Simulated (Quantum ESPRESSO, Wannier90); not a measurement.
**Wannier functions of BeTe (zinc blende)**

```
CELL_PARAMETERS angstrom
      0.00000     2.83146     2.83146
      2.83146     0.00000     2.83146
      2.83146     2.83146     0.00000
ATOMIC_POSITIONS crystal
  Be 0.00000 0.00000 0.00000
  Te 0.25000 0.25000 0.25000
```

Cell from Materials Project (mp-252), symmetrised, no further relaxation. COD (Crystallography Open Database) has an entry of this formula and space group (matched by these alone). Method: PBE plane waves in Quantum ESPRESSO 7.5 (PseudoDojo norm-conserving files, 71 Ry, no spin polarisation, no spin-orbit coupling), Bloch states on a 8×8×8 mesh through Γ, Wannier90 4.0.1. Density: 10×10×10 mesh, cold smearing 0.01 Ry. Spin-orbit coupling is left out although heavy elements are present.

Functional, cutoff and mesh named above are those of the base row (71); the first column says what each row takes instead. Model: 4 functions from bands 7-10, start SCDM (isolated) (the valence bands). Energies are relative to the valence-band maximum; the misfit is to pw.x on a path, for all bands of the set. Only the plane-wave cutoff changes (density cutoff four times as high). Ω_total can sit in another minimum from row to row; Ω_I of an isolated set cannot.

```
ecutwfc (Ry)  Ω_I (Å²)  Ω_total (Å²)  rms misfit (meV)  gap (eV)  ΔE to highest cutoff (meV/atom)  plane waves a k-point, about (cost)
------------  --------  ------------  ----------------  --------  -------------------------------  -----------------------------------
36                6.82          7.57               4.0     2.122                          20917.3                                 1100
44                   ?          7.67               4.5         ?                                ?                                 1500
53                6.98          7.71               4.8     2.030                            892.5                                 2000
71                7.00          7.73               5.0     2.028                             11.6                                 3100
88                7.00          7.73               5.0     2.028                              0.5                                 4300
110               7.00          7.73               5.0     2.028                              0.0                                 6000
```

Some entries are withheld; supply them.


- 44, Ω_I (Å²): 6.93
- 44, gap (eV): 2.053
- 44, ΔE to highest cutoff (meV/atom): 5518.7
